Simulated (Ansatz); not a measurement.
La2O3 (La2O3 or Ni2Al3 type, space group No. 164), the program Ansatz at the r²SCAN level (PAW). The conduction-band minimum lies at K, with 2 equivalent valleys. Second derivatives d²E/dk² of the lowest band at one valley (eV·Å²), along Cartesian directions:

| direction | d²E/dk² |
|---|---|
| [100] | 5.755 |
| [010] | 5.755 |
| [001] | 5.727 |
| [110] | 5.755 |
| [101] | 5.744 |
| [011] | 5.744 |

Task: Find the principal effective masses, the density-of-states mass and the conductivity mass.

Result: Off-diagonal terms follow from H_xy = H[110] − (H_xx + H_yy)/2, and m*/mₑ = 7.620 eV·Å² over each eigenvalue: 1.3, 1.3, 1.3. One valley's DOS mass (m₁m₂m₃)^(1/3) = 1.3, conductivity mass 3/(Σ 1/mᵢ) = 1.3 mₑ.

Task: What effective density of states Nc follows at 300 K for parabolic valleys?

Result: Nc = 2.509e19 × 2 × (1.3)^(3/2) ≈ 7.4e19 cm⁻³.

Task: With the computed static dielectric constant 26.1 (mean of the diagonal), estimate a hydrogenic donor's binding energy and radius.

Result: E = 13.606 eV × 1.3/26.1² ≈ 26 meV; a = 0.529 Å × ε/m* ≈ 11 Å. Semilocal masses tend to be too small where the gap is.

Space group P-3m1 (La2O3 or Ni2Al3 type). The cell was relaxed with r²SCAN under the symmetry of its start; of distortions, only those at the zone centre were tested. Spin–orbit coupling is left out wherever it is not named.

Potentials: the earlier of the program's two PAW sets.
